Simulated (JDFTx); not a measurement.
Input for a modified build of JDFTx: hexachlorodisilane, Si2Cl6 (SMILES Cl[Si](Cl)(Cl)[Si](Cl)(Cl)Cl), charge 0, multiplicity 1, vacuum; lengths in bohr, energies in hartree.

```
lattice \
  21.7318504332 0.0000000000 0.0000000000 \
  0.0000000000 20.7869873709 0.0000000000 \
  0.0000000000 0.0000000000 21.2594189020
coords-type Cartesian
ion Cl -3.5552879507 3.2901367025 1.3918367751 0
ion Si -2.2105163249 0.0036201575 0.0012574514 0
ion Cl -3.5550881392 -0.4354587377 -3.5402872225 0
ion Cl -3.5552222178 -2.8440091957 2.1520626416 0
ion Si 2.2103098453 0.0035991929 0.0012130822 0
ion Cl 3.5552879507 2.8398469161 -2.1644559735 0
ion Cl 3.5552314263 0.4610535476 3.5402872225 0
ion Cl 3.5552851008 -3.2901367025 -1.3719770321 0
ion-species pseudo/cl_pbe_v1.4.upf
ion-species pseudo/si_pbe_v1.upf
elec-cutoff 20 100
elec-ex-corr gga-PBE
symmetries none
coulomb-interaction Isolated
coulomb-truncation-embed 0 0 0
elec-n-bands 28
converge-empty-states yes
electronic-scf nIterations 100 energyDiffThreshold 1e-8
dump-name s0.$VAR
dump End State Ecomponents EigStats BandEigs Forces ElecDensity IonicPositions
```

The minimisation and the closing blocks of the log:

```
Will mix electronic density at each iteration.
SCF: Cycle:  0   Etot: -97.940568695271196   dEtot: -7.103e-02   |Residual|: 3.681e-01   |deigs|: 2.206e-02
SCF: Cycle:  1   Etot: -98.306563716870244   dEtot: -3.660e-01   |Residual|: 1.719e-01   |deigs|: 1.759e-02
SCF: Cycle:  2   Etot: -98.415230842123663   dEtot: -1.087e-01   |Residual|: 6.202e-02   |deigs|: 2.142e-02
SCF: Cycle:  3   Etot: -98.416973669261694   dEtot: -1.743e-03   |Residual|: 2.587e-02   |deigs|: 5.910e-03
SCF: Cycle:  4   Etot: -98.419196371096348   dEtot: -2.223e-03   |Residual|: 1.559e-02   |deigs|: 1.100e-02
SCF: Cycle:  5   Etot: -98.419745927291132   dEtot: -5.496e-04   |Residual|: 1.349e-02   |deigs|: 1.183e-03
SCF: Cycle:  6   Etot: -98.419876424337360   dEtot: -1.305e-04   |Residual|: 7.035e-03   |deigs|: 5.297e-03
SCF: Cycle:  7   Etot: -98.419943023794588   dEtot: -6.660e-05   |Residual|: 5.138e-03   |deigs|: 3.601e-03
SCF: Cycle:  8   Etot: -98.420032656078106   dEtot: -8.963e-05   |Residual|: 4.045e-03   |deigs|: 3.499e-03
SCF: Cycle:  9   Etot: -98.420057845803569   dEtot: -2.519e-05   |Residual|: 1.627e-03   |deigs|: 1.556e-03
SCF: Cycle: 10   Etot: -98.420059899443174   dEtot: -2.054e-06   |Residual|: 2.447e-03   |deigs|: 3.662e-04
SCF: Cycle: 11   Etot: -98.420081717165999   dEtot: -2.182e-05   |Residual|: 7.522e-04   |deigs|: 8.988e-04
SCF: Cycle: 12   Etot: -98.420084268331834   dEtot: -2.551e-06   |Residual|: 5.791e-04   |deigs|: 6.490e-05
SCF: Cycle: 13   Etot: -98.420086525375183   dEtot: -2.257e-06   |Residual|: 2.768e-04   |deigs|: 7.990e-05
SCF: Cycle: 14   Etot: -98.420087699342048   dEtot: -1.174e-06   |Residual|: 2.120e-04   |deigs|: 8.865e-05
SCF: Cycle: 15   Etot: -98.420089158333738   dEtot: -1.459e-06   |Residual|: 1.738e-04   |deigs|: 6.357e-05
SCF: Cycle: 16   Etot: -98.420089719855810   dEtot: -5.615e-07   |Residual|: 5.967e-05   |deigs|: 1.554e-05
SCF: Cycle: 17   Etot: -98.420090414367252   dEtot: -6.945e-07   |Residual|: 3.687e-05   |deigs|: 1.645e-05
SCF: Cycle: 18   Etot: -98.420090654485136   dEtot: -2.401e-07   |Residual|: 2.946e-05   |deigs|: 3.419e-06
SCF: Cycle: 19   Etot: -98.420090977966467   dEtot: -3.235e-07   |Residual|: 1.913e-05   |deigs|: 6.700e-06
SCF: Cycle: 20   Etot: -98.420091088026524   dEtot: -1.101e-07   |Residual|: 1.493e-05   |deigs|: 2.719e-06
SCF: Cycle: 21   Etot: -98.420091238643238   dEtot: -1.506e-07   |Residual|: 1.472e-05   |deigs|: 7.228e-07
SCF: Cycle: 22   Etot: -98.420091289767925   dEtot: -5.112e-08   |Residual|: 8.937e-06   |deigs|: 3.659e-07
SCF: Cycle: 23   Etot: -98.420091360170630   dEtot: -7.040e-08   |Residual|: 8.417e-06   |deigs|: 9.769e-07
SCF: Cycle: 24   Etot: -98.420091383998368   dEtot: -2.383e-08   |Residual|: 3.334e-06   |deigs|: 5.020e-07
SCF: Cycle: 25   Etot: -98.420091416987816   dEtot: -3.299e-08   |Residual|: 4.824e-06   |deigs|: 1.712e-06
SCF: Cycle: 26   Etot: -98.420091428294199   dEtot: -1.131e-08   |Residual|: 3.604e-06   |deigs|: 1.051e-06
SCF: Cycle: 27   Etot: -98.420091443962036   dEtot: -1.567e-08   |Residual|: 3.256e-06   |deigs|: 3.912e-07
SCF: Cycle: 28   Etot: -98.420091449398313   dEtot: -5.436e-09   |Residual|: 1.885e-06   |deigs|: 1.447e-07
SCF: Cycle: 29   Etot: -98.420091457026956   dEtot: -7.629e-09   |Residual|: 1.888e-06   |deigs|: 1.114e-07
SCF: Converged (|Delta E|<1.000000e-08 for 2 iters).
Converging empty states (this may take a while): |deigs|: 4.513e-07

# Ionic positions in cartesian coordinates:
ion Cl  -3.555287950699999   3.290136702499999   1.391836775100000 0
ion Cl  -3.555088139200000  -0.435458737700000  -3.540287222500000 0
ion Cl  -3.555222217799999  -2.844009195700000   2.152062641600000 0
ion Cl   3.555287950699999   2.839846916100000  -2.164455973500000 0
ion Cl   3.555231426300000   0.461053547600000   3.540287222500000 0
ion Cl   3.555285100800000  -3.290136702499999  -1.371977032100000 0
ion Si  -2.210516324900000   0.003620157500000   0.001257451400000 0
ion Si   2.210309845300000   0.003599192900000   0.001213082200000 0

# Forces in Cartesian coordinates:
force Cl  -0.002436854613294   0.011981565721790   0.005022292070136 0
force Cl  -0.002442857217838  -0.001602742861219  -0.012963210156094 0
force Cl  -0.002436189035768  -0.010382096003777   0.007914087980490 0
force Cl   0.002431116980238   0.010348886315846  -0.007963597820197 0
force Cl   0.002438690250833   0.001634864920454   0.012963449053288 0
force Cl   0.002432608071475  -0.012010370597744  -0.004976528808305 0
force Si   0.005002388574344   0.000005337656335  -0.000002526501410 0
force Si  -0.004988680882171   0.000000644139217   0.000000828713511 0

# Energy components:
   Eewald =      171.5601007781322096
       EH =      252.4297130121218800
     Eloc =     -554.2302695992216286
      Enl =       16.1410835667578851
      Exc =      -32.6575569830361871
 Exc_core =       11.3865899185602011
       KE =       36.9502478496587230
-------------------------------------
     Etot =      -98.4200914570269560


	eMin: -0.819072 at state 0 ( [ +0.000000 +0.000000 +0.000000 ] spin 0 )
	HOMO: -0.278859 at state 0 ( [ +0.000000 +0.000000 +0.000000 ] spin 0 )
	LUMO: -0.074501 at state 0 ( [ +0.000000 +0.000000 +0.000000 ] spin 0 )
	HOMO-LUMO gap: +0.204357
```

The run took 30 electronic cycles; the highest occupied level lies at -7.59 eV from the vacuum level.
